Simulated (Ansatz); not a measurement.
# AlRu₅: vibrational free energy, entropy and heat capacity

All numbers below come from DFT PBE, scalar-relativistic, plane waves, PAW in Ansatz 0.2.0. Settings: 420 eV plane-wave cutoff, Γ-centred 12×12×4 mesh, Gaussian smearing of 0.10 eV. No spin polarisation. Phonons by linear response, acoustic sum rule imposed.

Relaxed structure:
```cif
data_structure
_symmetry_space_group_name_H-M 'P-6m2'
_symmetry_Int_Tables_number 187
_cell_length_a 2.7502
_cell_length_b 2.7502
_cell_length_c 12.6730
_cell_angle_alpha 90.000
_cell_angle_beta 90.000
_cell_angle_gamma 120.000
_cell_volume 83.01
loop_
_atom_site_label
_atom_site_type_symbol
_atom_site_symmetry_multiplicity
_atom_site_Wyckoff_symbol
_atom_site_fract_x
_atom_site_fract_y
_atom_site_fract_z
_atom_site_occupancy
Al1 Al 1 a 0.00000 0.00000 0.00000 1
Ru1 Ru 2 h 0.33333 0.66667 0.16502 1
Ru2 Ru 2 g 0.00000 0.00000 0.33225 1
Ru3 Ru 1 d 0.33333 0.66667 0.50000 1
```

It was reached by relaxing an invented guess, and it needn't be the stable form of this composition. In a metal, frequencies and elastic constants depend on the k mesh and the smearing, soft modes and shear constants most. The q mesh is coarse, so values between its points are rough.

Force constants from linear response on a 3×3×1 q mesh, interpolated to a fine mesh.

Q: What is the zero-point energy per atom?

A: 38.1 meV.

Q: How large are the vibrational entropy and heat capacity at 300 K?

A: S = 3.33 k_B and C_V = 2.75 k_B per atom, 92 % of the Dulong–Petit value.

Q: Tabulate them against temperature.

A:
| T (K) | F_vib (meV/atom) | S (k_B/atom) | C_V (k_B/atom) |
| --- | --- | --- | --- |
| 100 | 36.0 | 0.82 | 1.57 |
| 200 | 22.5 | 2.26 | 2.49 |
| 300 | -1.9 | 3.33 | 2.75 |
| 400 | -34.2 | 4.14 | 2.86 |
| 500 | -72.7 | 4.78 | 2.91 |
| 600 | -116.3 | 5.32 | 2.93 |
| 700 | -164.1 | 5.77 | 2.95 |
| 800 | -215.6 | 6.16 | 2.96 |
| 900 | -270.2 | 6.51 | 2.97 |
| 1000 | -327.7 | 6.83 | 2.98 |
